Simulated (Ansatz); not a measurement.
Starting cell, Ru (hcp, Mg type):

```xyz
4
Lattice="5.4441 0.0000 0.0000 -1.3610 2.3573 0.0000 0.0000 0.0000 4.2907" Properties=species:S:1:pos:R:3 pbc="T T T"
Ru     0.0000     1.5716     3.2181
Ru     2.7220     1.5716     3.2181
Ru     1.3610     0.7858     1.0727
Ru     4.0830     0.7858     1.0727
```

A phonon eigenvector at M = (0.5, 0.0, 0.0) is frozen into this cell: atom i moves by Q times the vector below, so Q is the largest atomic displacement, in Å. The cell is held. (q is in reciprocal vectors of the primitive cell; the cell shown is doubled to hold the pattern.)

```csv
atom,x,y,z
Ru1,0.000,0.000,-1.000
Ru2,0.000,0.000,1.000
Ru3,0.000,0.000,-1.000
Ru4,0.000,0.000,1.000
```

These are PBE (plane waves to 420 eV, PAW, scalar-relativistic; Ansatz, a quantum-chemistry and plane-wave program) values and carry that method's errors. k mesh 10×20×11 (Γ-centred), Fermi-Dirac smearing 0.05 eV. The energy includes the smearing's −TS. Compression counts positive. With partly filled bands, energies and forces of such displacements shift with the k mesh and the smearing. Ru is run without spin polarisation. Ru was relaxed with its symmetry unable to fall. The PAW data are Ansatz's earlier set. The zero of ΔE is the undisplaced structure.

| Q (Å) | ΔE (meV/cell) | P (GPa) | −dE/dQ from forces (eV/Å) |
|---|---|---|---|
| -0.100 | 225 | 2.1 | 4.653 |
| -0.083 | 155 | 1.5 | 3.810 |
| -0.067 | 98 | 0.9 | 2.996 |
| -0.050 | 55 | 0.5 | 2.212 |
| -0.033 | 24 | 0.2 | 1.457 |
| -0.017 | 6 | 0.1 | 0.723 |
| 0.000 | 0 | 0.0 | 0.000 |
| 0.017 | 6 | 0.1 | -0.723 |
| 0.033 | 24 | 0.2 | -1.457 |
| 0.050 | 55 | 0.5 | -2.212 |
| 0.067 | 98 | 0.9 | -2.996 |
| 0.083 | 155 | 1.5 | -3.810 |
| 0.100 | 225 | 2.1 | -4.653 |

What the scan shows:

The energy at Q = 0.100 Å is 225 meV/cell. Space group of the distorted cell: Pnnm (No. 58), lowered from P6_3/mmc. Symmetry of the curve: even: the same for both signs. Shape of the curve: a single well with its minimum at or next to zero displacement. Harmonic wavenumber from the curvature (finite differences): 171 cm⁻¹. Wavenumber by perturbation theory (DFPT, on another k mesh): 173 cm⁻¹.

(For displaced atoms, the force is minus the slope of the energy, and its curvature is a force constant, which sets phonon frequencies.)
